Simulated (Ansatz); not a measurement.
TiO$_{2}$: pressure against volume

TiO$_{2}$, I4_1/amd, a = 3.778 Å, c = 9.583 Å. The compound has several low-lying forms, and this is one of them. Ansatz: r2SCAN, PAW, 500 eV, Γ-centred 8×8×8 mesh on 6 atoms, Gaussian smearing 0.02 eV; no spin polarisation. Shape and atoms are relaxed at each volume; pressure is positive in compression.

| V (Å³/atom) | P (GPa) |
| --- | --- |
| 10.715 | 12.61 |
| 11.057 | ? |
| 11.399 | 0.00 |
| 11.740 | -5.39 |
| 12.082 | -10.18 |

Task: Take V0 = 11.399 Å³/atom, fit the third-order Birch–Murnaghan form to the other rows, and predict the missing pressure.

Result: With the Eulerian strain f = ½[(V0/V)^(2/3) − 1] and y = P/[3f(1 + 2f)^(5/2)], the form is the line y = B0 + 1.5 B0 (B0′ − 4) f. Rows (f, y): 0.02106, 180.0; -0.00973, 194.0; -0.01903, 196.5. Means f = -0.002567, y = 190.17; Σ(Δf)² = 0.0008806, ΣΔfΔy = -0.3719; the slope is their ratio. y = 189.1 − 422.4 f GPa, so B0 = 189.1 GPa and B0′ = 4 + 2 × (-422.4)/(3 × 189.1) = 2.51. At V = 11.057, f = 0.01026, y = 184.77 and P = 5.98 GPa. The run gave 5.99 GPa, so the fit is 0.01 GPa too low, within the rms miss on the fitted rows (0.02 GPa).

Cost: 5 runs of about 2.6 core-minutes in all, on AMD EPYC 9R45 (Zen 5) (shared hosts).